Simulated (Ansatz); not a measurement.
Nb$_{2}$O$_{5}$:
Space group C2/m (No. 12); a = 12.869 Å, b = 3.820 Å, c = 3.958 Å, α = γ = 90.00°, β = 90.66°

| atom | site | symmetry | x | y | z |
|---|---|---|---|---|---|
| Nb | 4i | m | 0.1466 | 0.0000 | 0.0623 |
| O | 4i | m | 0.1489 | 0.0000 | 0.5132 |
| O | 2a | 2/m | 0.0000 | 0.0000 | 0.0000 |
| O | 4i | m | 0.1848 | 0.5000 | 0.0038 |
(The calculation used a cell of 7 atoms; values per cell refer to that cell.)

Relaxed with PBEsol.

Q: Which orbitals make up the states near the band edges in PBEsol (plane waves, PAW; program Ansatz)?

A: Top 1 eV of the valence band: O 2p 96 %. Bottom 1 eV of the conduction band: Nb 4d 82 %, O 2p 13 %. Projections are on Löwdin-orthogonalised atomic valence shells; empty p or d shells of many metals are not among them.

Q: Tabulate the density of states.

A: States/eV per cell of 7 atoms, in 0.25 eV bins, energy from the valence-band maximum.

| E (eV) | total | O 2p | Nb 4d | O 2s |
|---|---|---|---|---|
| -5.77 | 0.00 | 0.00 | 0.00 | 0.00 |
| -5.52 | 5.51 | 3.51 | 1.73 | 0.02 |
| -5.27 | 3.15 | 2.00 | 0.99 | 0.02 |
| -5.02 | 5.90 | 3.79 | 1.83 | 0.05 |
| -4.77 | 5.93 | 3.85 | 1.82 | 0.05 |
| -4.52 | 4.40 | 2.87 | 1.32 | 0.05 |
| -4.27 | 4.40 | 2.96 | 1.21 | 0.05 |
| -4.02 | 4.15 | 2.85 | 1.09 | 0.05 |
| -3.77 | 4.46 | 3.15 | 1.08 | 0.06 |
| -3.52 | 5.18 | 3.73 | 1.22 | 0.06 |
| -3.27 | 5.49 | 4.01 | 1.25 | 0.06 |
| -3.02 | 5.60 | 4.20 | 1.18 | 0.06 |
| -2.77 | 5.81 | 4.51 | 1.08 | 0.05 |
| -2.52 | 7.31 | 5.84 | 1.20 | 0.06 |
| -2.27 | 5.45 | 4.38 | 0.83 | 0.07 |
| -2.02 | 6.30 | 5.17 | 0.88 | 0.07 |
| -1.77 | 7.11 | 6.12 | 0.77 | 0.04 |
| -1.52 | 7.87 | 7.06 | 0.57 | 0.04 |
| -1.27 | 4.52 | 4.12 | 0.25 | 0.03 |
| -1.02 | 7.56 | 7.13 | 0.23 | 0.04 |
| -0.77 | 5.78 | 5.52 | 0.13 | 0.02 |
| -0.52 | 3.95 | 3.82 | 0.08 | 0.01 |
| -0.27 | 3.37 | 3.30 | 0.04 | 0.00 |
| -0.02 | 0.78 | 0.77 | 0.01 | 0.00 |
| 0.23 | 0.00 | 0.00 | 0.00 | 0.00 |
| 0.48 | 0.00 | 0.00 | 0.00 | 0.00 |
| 0.73 | 0.00 | 0.00 | 0.00 | 0.00 |
| 0.98 | 0.00 | 0.00 | 0.00 | 0.00 |
| 1.23 | 0.00 | 0.00 | 0.00 | 0.00 |
| 1.48 | 0.00 | 0.00 | 0.00 | 0.00 |
| 1.73 | 0.00 | 0.00 | 0.00 | 0.00 |
| 1.98 | 0.00 | 0.00 | 0.00 | 0.00 |
| 2.23 | 0.05 | 0.00 | 0.05 | 0.00 |
| 2.48 | 0.58 | 0.07 | 0.50 | 0.00 |
| 2.73 | 2.40 | 0.30 | 2.01 | 0.02 |
| 2.98 | 5.44 | 0.72 | 4.45 | 0.10 |
| 3.23 | 2.40 | 0.44 | 1.88 | 0.03 |
| 3.48 | 1.94 | 0.42 | 1.45 | 0.02 |
| 3.73 | 2.37 | 0.54 | 1.71 | 0.04 |
| 3.98 | 3.47 | 0.84 | 2.41 | 0.07 |
| 4.23 | 5.12 | 1.28 | 3.45 | 0.13 |
| 4.48 | 5.21 | 1.45 | 3.42 | 0.09 |
| 4.73 | 5.37 | 1.65 | 3.38 | 0.06 |
| 4.98 | 5.17 | 1.63 | 3.16 | 0.07 |
| 5.23 | 4.13 | 1.31 | 2.44 | 0.05 |
| 5.48 | 2.50 | 0.82 | 1.38 | 0.03 |
| 5.73 | 2.63 | 0.76 | 1.40 | 0.12 |
| 5.98 | 2.09 | 0.36 | 1.23 | 0.24 |
| 6.23 | 2.25 | 0.36 | 1.31 | 0.29 |
| 6.48 | 2.07 | 0.36 | 1.14 | 0.26 |
| 6.73 | 1.67 | 0.28 | 0.84 | 0.22 |
| 6.98 | 2.00 | 0.33 | 0.99 | 0.25 |

The first step of the workflow began from a Materials Project structure, measured or hypothetical; the Crystallography Open Database copy checked does not list it. COD files the formula under space group No. 3, 15, 139, so this cell is another polymorph or a model. Whether it is the stable phase at ambient conditions was not checked. The PBEsol relaxation kept the symmetry of its start; its stability against distortions is not shown here. The run is not spin-polarised. Spin–orbit coupling is left out wherever it is not named.

Potentials: the later of the program's two PAW sets.
